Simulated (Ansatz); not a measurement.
Relaxed Te (trigonal-Te type, space group P3_121):

```
CELL_PARAMETERS angstrom
      4.52090     0.00000     0.00000
     -2.26045     3.91521     0.00000
      0.00000     0.00000     5.95427
ATOMIC_POSITIONS crystal
  Te 0.26811 0.00000 0.33333
  Te 0.00000 0.26811 0.66667
  Te 0.73189 0.73189 0.00000
```

In this cell atom 2 (Te, nearest neighbour Te at 2.889 Å; its periodic images, 4.5 Å or more away, move with it) is moved by u·(1.000, 0.000, 0.000) + v·(0.000, 1.000, 0.000); the rest is frozen.

Method: PBE (plane waves to 420 eV, PAW, scalar-relativistic; Ansatz, a quantum-chemistry and plane-wave program). k mesh 7×7×5 (Γ-centred), Fermi-Dirac smearing 0.05 eV. As the smearing reaches across the gap at some points, energies and forces of such displacements shift with the k mesh and the smearing. Fu and Fv are the components of the force on the atom. Spin-orbit coupling is left out, though Te is heavy. Te was relaxed with its symmetry unable to fall. 

| Fu (eV/Å) | u = -0.430 | u = -0.287 | u = -0.143 | u = 0.000 | u = 0.143 | u = 0.287 | u = 0.430 |
|---|---|---|---|---|---|---|---|
| v = -0.430 | 0.55 | [?] | 0.06 | [?] | -0.88 | -1.48 | -2.13 |
| v = -0.287 | [?] | 0.51 | 0.21 | -0.20 | -0.69 | -1.26 | -1.87 |
| v = -0.143 | 0.70 | 0.56 | 0.29 | -0.08 | -0.52 | -1.04 | -1.60 |
| v = 0.000 | [?] | 0.54 | 0.32 | 0.00 | [?] | -0.85 | -1.34 |
| v = 0.143 | 0.53 | 0.43 | 0.27 | 0.01 | -0.31 | -0.69 | -1.10 |
| v = 0.287 | 0.29 | 0.22 | [?] | -0.05 | -0.29 | -0.57 | -0.89 |
| v = 0.430 | 0.08 | -0.05 | [?] | -0.21 | -0.34 | -0.52 | -0.75 |

Problem. Complete the blanks.

Solution. 
- v = -0.430, u = -0.287: 0.38
- v = -0.430, u = 0.000: -0.37
- v = -0.287, u = -0.430: 0.66
- v = 0.000, u = -0.430: 0.66
- v = 0.000, u = 0.143: -0.39
- v = 0.287, u = -0.143: 0.12
- v = 0.430, u = -0.143: -0.13

(For displaced atoms, the force is minus the slope of the energy, and its curvature is a force constant, which sets phonon frequencies.)
